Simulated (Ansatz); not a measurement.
LaNi2As2 in space group P4/nmm (No. 129; Pearson symbol tP10), DFT-PBE in the program Ansatz with PAW potentials, all energies at zero smearing, with the estimated change up to a 700 eV cutoff added, with one set of potentials and settings (totals compare only within such a set). Cell of 10 atoms (2 La, 4 Ni, 4 As): -55292.315 eV.

```csv
element,reference phase,E (eV/atom)
La,"P6_3/mmc, 4 atoms in the cell",-6250.0953
Ni,"Fm-3m, 1 atoms in the cell, spin-polarised",-5839.7239
As,"R-3m, 2 atoms in the cell",-4856.1377
```

Formation energy per atom, worked out: (-55292.315 − 2×(-6250.0953) − 4×(-5839.7239) − 4×(-4856.1377))/10 = -0.868 eV/atom (-84 kJ per mol of atoms), at 0 K, without zero-point energy or fitted corrections.

The first step of the workflow began from a Materials Project structure, measured or hypothetical; the Crystallography Open Database copy checked does not list it. Whether it is the stable phase at ambient conditions was not checked. The cell was relaxed with PBE under the symmetry of its start; its stability against distortions is not shown here. No spin polarisation was allowed. The references are the lowest solids computed at this level, not always the standard phases. Scalar-relativistic: spin–orbit coupling is off unless named, which matters more the heavier the elements.

Potentials: the later of the program's two PAW sets.
